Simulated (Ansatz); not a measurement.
Run on Be: DFT, PBEsol, all-electron PAW with datasets made for the crystal, scalar-relativistic (Ansatz 0.2.0).

The cell comes from a relaxation on PAW files under the same functional, begun from a database entry that needn't be the ground state.

Command: `ansatz run input.yaml --threads 1 --pin off --max-ram 3072MiB --backend cpu --events-out ev --progress --plain --runs-dir out` It took 7.3 s on 1 thread of Arm Neoverse V2 (shared host), peak memory 0.35 GiB.

```yaml
crystal:
  lattice:
    - [2.2540644395, 0.0, 0.0]
    - [-1.1270322198, 1.9520770664, 0.0]
    - [0.0, 0.0, 3.5608162116]
  atoms:
    - { symbol: Be, position: [0.3333333333, 0.6666666667, 0.25] }
    - { symbol: Be, position: [0.6666666667, 0.3333333333, 0.75] }
kpoints:
  mp_grid: { grid: [25, 25, 14] }
scf:
  occupations: { method: fermi_dirac, width: 0.05 }
hamiltonian:
  xc: pbesol
  pseudopotentials: { kind: all_electron, datasets: crystal }
output:
  forces: true
  stress: true
  eigenvalues: true
```

Output:

```
hamiltonian.pseudopotentials.datasets: crystal makes datasets for this crystal and solves the spheres of its atoms anew in each pass: cutoff 220.0 eV, the density's 880.0 eV; for an error of 0.50 meV an atom under PBE, 1.0 meV for the cell; an energy difference from a run of another recipe may be off by several times the error for the cell, under r2SCAN by more, where some 0.1 meV an atom stays at smaller errors; Be in spheres of 1.101 Å, 2 of its electrons in bands
band count auto-derived: 7 (N_el = 4.0; filled up to band 2; 6 by the electrons, moments and atoms)
Engine: ansatz 0.2.0
Pseudopotentials: kind: all_electron
Pseudopotential: Be, paw, valence charge 2, recommended cutoff 220 eV (normal), crystal/all_electron/pbesol/scalar/gaussian/Be, Koelling and Harmon's equation, gaussian nucleus
Functional definition: PBEsol
  exchange = pbesol_x
  correlation = pbesol_c
Crystal: 2 atoms, lattice volume = 15.668 Å³
Basis set: ecut = 220 eV, 111 PW (Γ), exchange–correlation on 24×24×36 points (8 copies of the dense FFT grid, shifted against one another)
Bands: 7, of which v1, the nominal top of the filled ones, is band 2 counted from 1 (1 counted from 0)
Symmetry: 24 space group operations
Space group: P63/mmc (ITA 194), of the structure as read, at distance tolerance 2.5e-5 Å
k-points: 520 of 8750
Non-local potential: Be, projectors of the file, l = 0: 1, l = 1: 1
PAW form: soft (Blöchl's): semilocal exchange-correlation on the pseudo side does not see the compensation charge
PAW one-centre angular grid: Be, 110 points (default); XC on its mesh's 2025 points in the sphere
Initial density: superposition of atomic densities (neutral atoms: chi_scale 0, normalization atom)
Initial wavefunctions: pseudopotential atomic-orbital guess
Functional: x = pbesol(κ = 0.804, μ = 0.12345679012345678), c = pbesol(β = 0.046)
iter 1 solved again at ethr=1.04e-3 eV; its pass at ethr=1.00e-1 eV (dr2=4.17e-2 eV) is discarded
SCF iter   1: F=—  HF=-798.610129 eV  |F-HF|=—  |Δ(HF+E_count)|=         —  Δρ=2.43e-2  dr2=4.12e-2  ethr=1.04e-3  ⟨swp⟩=2.9  Hψ=24704  notcnv=0
preconditioner: auto → none  [metal: Δε(μ)=0.026 eV  Ē_g=14.578 eV  σ=0.050 eV  W_gap=0.13  n_scr=2 (ndim 8)  ℏωp=18.8 eV  f_vac=0.002  D(μ)=0.23/eV (n_scr^D=0)  sad-step TF]
SCF iter   2: F=—  HF=-798.904679 eV  |F-HF|=—  |Δ(HF+E_count)|=   2.95e-1  Δρ=1.49e-2  dr2=1.66e-2  ethr=1.03e-3  ⟨swp⟩=2.1  Hψ=7339  notcnv=1  defer=10
iter 3 solved again at ethr=4.81e-6 eV; its pass at ethr=4.16e-4 eV (dr2=1.92e-4 eV) is discarded
SCF iter   3: F=—  HF=-799.007355 eV  |F-HF|=—  |Δ(HF+E_count)|=   1.03e-1  Δρ=1.61e-3  dr2=1.84e-4  ethr=4.81e-6  ⟨swp⟩=2.1  Hψ=18043  notcnv=0  defer=18
SCF iter   4: F=—  HF=-799.007537 eV  |F-HF|=—  |Δ(HF+E_count)|=   1.82e-4  Δρ=4.74e-4  dr2=1.34e-5  ethr=4.61e-6  ⟨swp⟩=2.0  Hψ=4773  notcnv=0  defer=5
SCF iter   5: F=-799.007565 eV  HF=-799.007565 eV  |F-HF|=4.03e-8  |Δ(HF+E_count)|=   2.75e-5  Δρ=8.62e-6  dr2=4.09e-9  ethr=3.35e-7  ⟨swp⟩=2.0  Hψ=4723  notcnv=0  defer=2
SCF 1 converged in 5 iterations: F = -799.007565 eV  dr2 = 4.09e-9
  Residual-converged pass: ⟨swp⟩=3.1  Hψ=5798  notcnv=0  max |occ|·‖R‖ = 5.3e-6 eV (tolerance 5.3e-6 eV)  dr2=3.97e-9  dr2_onsite=2.29e-8  max |Δocc| = 1.4e-8
  greatest PAW one-centre occupation: 0.189 electrons in one spin orbital (limit 2), on the Be atom at site 1 (counted from 0), in its partial waves of l = 0
SCF converged after 5 iterations
Free energy (F): -799.007565 eV
Harris-Foulkes:  -799.007565 eV  (|F-HF|=4.03e-8)
Internal energy: -799.005850 eV  (E = F + TS)
E sigma→0 (E₀):  -799.006707 eV
Entropy (-TS):   -0.001715 eV (-0.858 meV/atom)
Past the cutoff: the bands carry plane waves up to 1.75 times it, of which those up to 1.5 times it add -0.000142 eV an atom, each by itself; the spheres take 0.000046 eV an atom off the energy for waves past 1.75 times it
By the cutoff:   a pressure is off by up to 0.005 GPa (1.2 times the spheres' own share and the shells' term, over an atom's volume, and 0.004 GPa: a bound that held against runs at twice the plane waves)
Past the cutoffs: a stress includes 0.0001 GPa for waves and charges beyond them, in addition to the slope of what the spheres take
In the spheres:  the bands' charges fall short by 2.2e-7 e at most (sound up to 1e-3)
Fermi energy:    8.799716 eV
--- Per-component energies (eV) ---
  E_band       = 14.408542
  E_kinetic    = 37.963200
  E_local      = 16.433127  (includes V_loc(G=0)·N_el)
  E_nonlocal   = 3.002432
  E_hartree    = 0.054888
  E_xc         = -31.829423
  E_vxc        = -41.046676  (∫ρ·V_xc dr)
  E_paw        = -768.251742  (= ΣΔE_a)
  E_vpaw       = -29.421658  (= ΣTr[D̂ρ^β])
  E_ewald      = -83.746947
  E_smearing   = -0.001715  (= −TS)
  E_closure    = 27.368616  (closes the sum)
  Σ components = -799.007565   (vs F -799.007565, Δ=0.00e0)
  The terms above E_closure are by the made datasets' own strengths, without shells solved beside the bands.
--- Forces (eV/Å), atoms counted from 1 ---
  atom   1  Be    -0.00000000    -0.00000000     0.00000000
  atom   2  Be     0.00000000    -0.00000000     0.00000000
  max |Σ_I F_I| component: 1.85e-17 eV/Å
--- Stress (GPa, compression-positive) ---
       -0.108145      -0.000000       0.000000
       -0.000000      -0.108145       0.000000
        0.000000       0.000000      -0.113188
  P = ⅓ Tr σ = -0.1098 GPa (-1.098 kbar)
--- Band table (eV; the first three rows and the last of 520) ---
  k-point 0: bands = ["-2.6962", "4.1701", "9.7868", "24.8595", "24.8595"]
  k-point 1: bands = ["-2.6522", "3.9025", "10.1580", "24.8999", "24.8999"]
  k-point 2: bands = ["-2.5202", "3.2525", "11.1179", "25.0196", "25.0196"]
  k-point 519: bands = ["7.3896", "7.3896", "9.1978", "9.1978", "15.1354"]
```
